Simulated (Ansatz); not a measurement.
# One input, then a changed one: AlNi (CsCl type)

First run: DFT, PBE, all-electron LAPW, scalar-relativistic (Ansatz 0.2.0).

Command: `ansatz run input.yaml --threads 1 --pin off --max-ram 2048MiB --backend cpu --events-out ev --progress --plain --runs-dir out` It took 10 s on 1 thread of Intel(R) Xeon(R) 6975P-C (Granite Rapids), with other jobs on the host, peak memory 0.42 GiB.

```yaml
crystal:
  lattice:
    - [2.834337162, 0.0, 0.0]
    - [0.0, 2.834337162, 0.0]
    - [0.0, 0.0, 2.834337162]
  atoms:
    - { symbol: Ni, position: [0.0, 0.0, 0.0] }
    - { symbol: Al, position: [0.5, 0.5, 0.5] }
kpoints:
  mp_grid: { grid: [14, 14, 14] }
scf:
  occupations: { method: fermi_dirac, width: 0.08 }
hamiltonian:
  xc: pbe
  pseudopotentials: { kind: all_electron, lapw: { basis_error: 0.001 } }
output:
  forces: true
  stress: true
  eigenvalues: true
  populations: true
```

The cell comes from a relaxation on PAW files under the same functional, begun from a prototype that needn't be the stable phase.

This run: volume at 0.94 of the series' base cell.

It converges in 8 SCF iterations at a pressure of 11.19 GPa.

The input is then changed:

```diff
 kpoints:
-  mp_grid: { grid: [14, 14, 14] }
+  mp_grid: { grid: [21, 21, 21] }
 scf:
```

Task: Predict the outcome of the changed run.

Result: It converges in 8 SCF iterations at a pressure of 11.17 GPa, free energy -0.2 meV/atom against the first run's. Results part of its log:
```
SCF 1 converged in 8 iterations: F = -47991.651853 eV  dr2 = 2.22e-9
SCF converged after 8 iterations
Free energy (F): -47991.651853 eV
Harris-Foulkes:  -47991.651853 eV  (|F-HF|=1.72e-8)
Internal energy: -47991.634891 eV  (E = F + TS)
E sigma→0 (E₀):  -47991.643372 eV
Entropy (-TS):   -0.016962 eV (-8.481 meV/atom)
Fermi energy:    16.263305 eV
--- Per-component energies (eV) ---
  E_band       = -752.924400
  E_kinetic    = 48672.296206
  E_xc         = -2241.224834
  E_electrostatic = -94422.706263  (all electrons and nuclei)
  E_smearing   = -0.016962  (= −TS)
  E_closure    = 0.000000  (closes the sum)
  E_atoms      = -47979.538827  (free atoms, spherical and without spin; not in F)
  Σ components = -47991.651853   (vs F -47991.651853, Δ=0.00e0)
  Basis errors (estimates in eV, not in F): energy 2.7e-4 per atom: plane waves 2.5e-4 (1.3e-4 summed), levels above the bands 1.2e-30, relativity 5.3e-9, radial functions 2.3e-5, core shells 1.3e-11; eigenvalues (radial functions only) 2.0e-6; not estimated: angular momenta, meshes, grids; target (lapw.basis_error) 1.0e-3; muffin-tin radii Al 1.127 Å, Ni 1.328 Å
--- Forces (eV/Å), atoms counted from 1 ---
  atom   1  Ni    -0.00000000     0.00000000    -0.00000000
  atom   2  Al     0.00000000    -0.00000000     0.00000000
  max |Σ_I F_I| component: 2.88e-31 eV/Å
--- Stress (GPa, compression-positive) ---
       11.168652       0.000000       0.000000
        0.000000      11.168652       0.000000
        0.000000       0.000000      11.168652
  P = ⅓ Tr σ = 11.1687 GPa (111.687 kbar)
--- Band table (eV; the first three rows and the last of 286) ---
  k-point 0: bands = ["-87.1709", "-86.5661", "-48.0260", "-48.0260", "-48.0260", "-47.5646", "-47.5646", "-47.5646", "4.7280", "12.7819", "12.7819", "14.6240", "14.6240", "14.6240", "21.9371", "21.9371", "21.9371", "24.5416", "24.5416"]
  k-point 1: bands = ["-87.1708", "-86.5661", "-48.0261", "-48.0258", "-48.0258", "-47.5653", "-47.5647", "-47.5647", "4.7713", "12.7795", "12.7927", "14.6041", "14.6041", "14.6261", "21.4152", "21.9948", "21.9948", "24.5421", "25.0261"]
  k-point 2: bands = ["-87.1707", "-86.5661", "-48.0267", "-48.0254", "-48.0254", "-47.5675", "-47.5649", "-47.5649", "4.9010", "12.7677", "12.8241", "14.5472", "14.5472", "14.6322", "20.3916", "22.1652", "22.1652", "24.5435", "25.9258"]
  k-point 285: bands = ["-87.1647", "-86.5637", "-48.0316", "-48.0314", "-48.0314", "-47.5933", "-47.5933", "-47.5932", "11.8700", "11.9127", "11.9127", "15.1967", "15.1967", "17.8850", "18.1841", "18.1841", "20.2533", "21.0018", "21.0018"]
--- Löwdin populations: 2 sites ---
  site symbol       q [e]
     0     Ni     27.4353
     1     Al     13.3850
  spilling = 0.004384 (of n_electrons = 41.000000)
```
